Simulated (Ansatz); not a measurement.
One stationary structure of Ti3Al. Space group P6₃/mmc (No. 194), AFLOW prototype A3B_hP8_194_h_c (D0_19, as in Ni3Sn). Calculation: r2SCAN (plane waves to 500 eV, PAW, scalar-relativistic; Ansatz, an electronic-structure program).

```cif
data_Al2Ti6
_chemical_formula_sum 'Ti6 Al2'
_space_group_name_H-M_alt 'P 1'
_space_group_IT_number 1
_cell_length_a 5.74744
_cell_length_b 5.74744
_cell_length_c 4.63161
_cell_angle_alpha 90.000
_cell_angle_beta 90.000
_cell_angle_gamma 120.000
loop_
_space_group_symop_operation_xyz
  'x, y, z'
loop_
_atom_site_label
_atom_site_type_symbol
_atom_site_fract_x
_atom_site_fract_y
_atom_site_fract_z
_atom_site_occupancy
Ti1 Ti 0.82982 0.65964 0.25000 1
Ti2 Ti 0.17018 0.82982 0.75000 1
Ti3 Ti 0.34036 0.17018 0.25000 1
Ti4 Ti 0.17018 0.34036 0.75000 1
Ti5 Ti 0.82982 0.17018 0.25000 1
Ti6 Ti 0.65964 0.82982 0.75000 1
Al1 Al 0.33333 0.66667 0.25000 1
Al2 Al 0.66667 0.33333 0.75000 1
```

- Volume per atom: 16.56 Å³
- Band gap: zero (metallic)
- Shortest distances: Ti–Ti 2.81 Å; Al–Ti 2.83 Å
- k-mesh: 10×10×10

No spin polarisation in the result.

The run could not lose the symmetry of its start; a randomly shaken copy of 8 atoms returns to this structure.
